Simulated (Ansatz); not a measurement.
A distorted cell of Sc (hcp, Mg type):

```
Sc
1.0
    3.27714     0.00000     0.00000
   -1.63857     2.83808     0.00000
    0.00000     0.00000     5.08539
Sc
2
Direct
  0.52557   0.66667   0.75000
  0.66667   0.33333   0.25000
```

Method: PBEsol (plane waves to 420 eV, PAW, scalar-relativistic; Ansatz, an electronic-structure program). k mesh 13×13×8 (Γ-centred), Fermi-Dirac smearing 0.05 eV. E stands for the smeared free energy. Compression counts positive. With partly filled bands, energies and forces of such displacements shift with the k mesh and the smearing. Sc is run without spin polarisation. Sc was relaxed with its symmetry unable to fall.

Task: What forces act on the atoms (eV/Å, Cartesian)?

Result: 
| atom | Fx | Fy | Fz |
|---|---|---|---|
| Sc1 | -0.679 | 0.224 | 0.000 |
| Sc2 | 0.679 | -0.224 | 0.000 |

Task: What is the stress tensor (GPa)?

Result: 
```
   -2.4     -2.8      0.0
   -2.8     -1.1      0.0
    0.0      0.0      3.2
```
The pressure, a third of the trace, is -0.1 GPa.

Task: In it atom 1 sits (0.630, 0.000, 0.000) Å away from its relaxed site. What is its energy relative to the relaxed cell?

Result: 264 meV/cell.

(A displaced cell: forces are minus the slopes of the energy, force constants its curvatures, and phonons follow from these.)
